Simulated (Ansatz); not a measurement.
SrI2 in space group Pnma (No. 62; Sr on 4c, I on 4c, I on 4c), plane-wave PAW r²SCAN (Ansatz code). The conduction-band minimum lies at Γ, with 1 equivalent valley. Second derivatives d²E/dk² of the lowest band at one valley (eV·Å²), along Cartesian directions:

```
direction  d²E/dk²
---------  -------
[100]        8.668
[010]        16.15
[001]        8.924
[110]        12.40
[101]        8.797
[011]        12.54
```

Q: Find the principal effective masses, the density-of-states mass and the conductivity mass.

A: Off-diagonal terms follow from H_xy = H[110] − (H_xx + H_yy)/2, and m*/mₑ = 7.620 eV·Å² over each eigenvalue: 0.47, 0.85, 0.88. One valley's DOS mass (m₁m₂m₃)^(1/3) = 0.71, conductivity mass 3/(Σ 1/mᵢ) = 0.68 mₑ.

Q: What effective density of states Nc follows at 300 K for parabolic valleys?

A: Nc = 2.509e19 × 1 × (0.71)^(3/2) ≈ 1.5e19 cm⁻³.

The first step of the workflow began from a Materials Project structure, measured or hypothetical; the Crystallography Open Database files this formula in space group No. 62, but the cells were not matched. Whether it is the stable phase at ambient conditions was not checked. Symmetry was held in the r²SCAN relaxation; whether a distortion lowers the energy is not shown. Scalar-relativistic: spin–orbit coupling is off unless named, which matters more the heavier the elements.

Potentials: the later of the program's two PAW sets.

Edges and masses are those of Kohn–Sham bands, whose gap is no quasiparticle gap.
